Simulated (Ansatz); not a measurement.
A trial cell of AgAuC4N4, before relaxation:

```cif
data_structure
_symmetry_space_group_name_H-M 'P-43m'
_symmetry_Int_Tables_number 215
_cell_length_a 6.0125
_cell_length_b 6.0125
_cell_length_c 6.0125
_cell_angle_alpha 90.000
_cell_angle_beta 90.000
_cell_angle_gamma 90.000
_cell_volume 217.36
loop_
_atom_site_label
_atom_site_type_symbol
_atom_site_symmetry_multiplicity
_atom_site_Wyckoff_symbol
_atom_site_fract_x
_atom_site_fract_y
_atom_site_fract_z
_atom_site_occupancy
Ag1 Ag 1 b 0.50000 0.50000 0.50000 1
C1 C 4 e 0.18408 0.18408 0.18408 1
Au1 Au 1 a 0.00000 0.00000 0.00000 1
N1 N 4 e 0.29643 0.29643 0.29643 1
```

Theory: DFT PBE, scalar-relativistic, plane waves, PAW in Ansatz. Cutoff 420 eV, Gaussian smearing, Γ-centred meshes. Cell and atoms relax first on a coarse mesh and then on a finer one. In between, the cell is made exact in the group found at 0.06 Å. In metals the finer mesh still leaves noise of several meV/atom or more. The steps can't lower the symmetry of their start. Collinear spin is switched on along the way, since trial moments persisted in a coarse test.

A guess keeps its type if space group and coordination stay and the shape of the cell changes little (axis ratios within about 15 %, angles within 6°); the volume may change.

Question: Does it keep its structure type, or change into something else?

Answer: It keeps its type. The symmetry stays P-43m (No. 215). The volume per atom grows by 13.0 %, from 21.7 to 24.6 Å³. The shortest distance stays 1.17 Å (C–N). Counting neighbours within 15 % of an atom's shortest distance, the start has Ag 4, Au 4, C 1, N 1 and the end Ag 4, Au 4, C 1, N 1.

Energies over the elements count from the elements' standard structures at the same level (N₂ as a molecule), with no fitted energy shifts.

Question: At what energy does it end?

Answer: +0.89 eV/atom. The separate elements lie lower, so it is unstable against them.

The last run used collinear spin, a 6×6×6 mesh for its 10-atom cell and Gaussian smearing of 0.10 eV. These runs have no spin–orbit coupling, which can matter for Au. The reference form of C is held partly by dispersion forces, which this level lacks. Another magnetic order may lie lower. Symmetry constrained the relaxation, so the result can be a saddle point.
